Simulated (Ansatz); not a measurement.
The start is a relaxed Cs2ScAgCl6 cell shaken by Gaussian noise of σ = 0.08 Å a coordinate. A full variable-cell relaxation at zero pressure is run with r2SCAN (plane waves to 500 eV, PAW, scalar-relativistic; Ansatz, a program for electronic structure). The first steps use a coarse 4×4×4 k-mesh.

The start:
```yaml
crystal:
  lattice:
    - [0.00000, 5.23436, 5.23436]
    - [5.23436, 0.00000, 5.23436]
    - [5.23436, 5.23436, 0.00000]
  atoms:
    - { symbol: Cs, position: [0.76161, 0.73524, 0.75647] }
    - { symbol: Cs, position: [0.24754, 0.23935, 0.24981] }
    - { symbol: Sc, position: [0.02163, 0.99182, 0.97561] }
    - { symbol: Ag, position: [0.52160, 0.51068, 0.49943] }
    - { symbol: Cl, position: [0.75383, 0.22678, 0.26427] }
    - { symbol: Cl, position: [0.22308, 0.75099, 0.76741] }
    - { symbol: Cl, position: [0.24279, 0.74971, 0.25196] }
    - { symbol: Cl, position: [0.75517, 0.23335, 0.77260] }
    - { symbol: Cl, position: [0.26220, 0.25080, 0.76524] }
    - { symbol: Cl, position: [0.78323, 0.75183, 0.23705] }
```

Largest initial force: 1.71 eV/Å, on Sc3 (atoms numbered as listed)
Relative to the parent: It returns to the parent structure, Fm-3m (No. 225)
Shortest distances (start → end): The closest pairs of elements (up to four, under 3.6 Å), start → end: Cl–Sc 2.36 → 2.50 Å; Ag–Cl 2.63 → 2.74 Å; Cl–Cl 3.37 → 3.53 Å; Cl–Cs 3.49 → 3.70 Å
Optimiser moves: 4

Relaxed structure:

```cif
data_Ag4Cl24Cs8Sc4
_chemical_formula_sum 'Cs8 Sc4 Ag4 Cl24'
_space_group_name_H-M_alt 'Fm-3m'
_space_group_IT_number 225
_space_group_name_Hall '-F 4 2 3'
_cell_length_a 10.46959
_cell_length_b 10.46959
_cell_length_c 10.46959
_cell_angle_alpha 90.000
_cell_angle_beta 90.000
_cell_angle_gamma 90.000
loop_
_atom_site_label
_atom_site_type_symbol
_atom_site_symmetry_multiplicity
_atom_site_Wyckoff_symbol
_atom_site_fract_x
_atom_site_fract_y
_atom_site_fract_z
_atom_site_occupancy
Cs1 Cs 8 c 0.25000 0.25000 0.25000 1
Sc1 Sc 4 a 0.00000 0.00000 0.00000 1
Ag1 Ag 4 b 0.50000 0.50000 0.50000 1
Cl1 Cl 24 e 0.00000 0.00000 0.23849 1
```
(The calculation used a cell of 10 atoms; values per cell refer to that cell.)

Final values are on a 6×6×6 k-mesh of the relaxed cell. No spin polarisation in the result.

The cell that was disturbed is our relaxation of an entry of Materials Project.
